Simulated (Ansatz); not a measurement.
LuSb:
```cif
data_LuSb
_chemical_formula_sum 'Lu1 Sb1'
_space_group_name_H-M_alt 'P 1'
_space_group_IT_number 1
_cell_length_a 4.29468
_cell_length_b 4.29468
_cell_length_c 4.29468
_cell_angle_alpha 60.000
_cell_angle_beta 60.000
_cell_angle_gamma 60.000
loop_
_space_group_symop_operation_xyz
  'x, y, z'
loop_
_atom_site_label
_atom_site_type_symbol
_atom_site_fract_x
_atom_site_fract_y
_atom_site_fract_z
_atom_site_occupancy
Lu1 Lu 0.00000 0.00000 0.00000 1
Sb1 Sb 0.50000 0.50000 0.50000 1
```

This is the r²SCAN-relaxed structure.

### Question
All from the program Ansatz at the r²SCAN level (PAW), unless another level is named. Predict the Young's modulus.

### Answer
109 GPa.

### Question
What about the elastic constants (relaxed ions, GPa)?

### Answer
C11 = 162, C12 = 19.4, C44 = 31.9.

### Question
And the highest zone-centre frequency?

### Answer
139 cm^-1.

Space group Fm-3m (rock salt). The workflow started from a Materials Project entry (that database holds measured and hypothetical structures alike); the Crystallography Open Database copy checked does not list it. Whether it is the stable phase at ambient conditions was not checked. Symmetry was held in the r²SCAN relaxation; of distortions, only those at the zone centre were tested. As this level gives no gap, shear constants depend on the k-mesh and smearing (Fermi–Dirac, 0.1 eV here). As this level gives no gap, phonon frequencies hold no LO–TO term and depend on the k-mesh and smearing (Fermi–Dirac, 0.1 eV here). Scalar-relativistic: spin–orbit coupling is off unless named, which matters more the heavier the elements.

Potentials: the later of the program's two PAW sets.
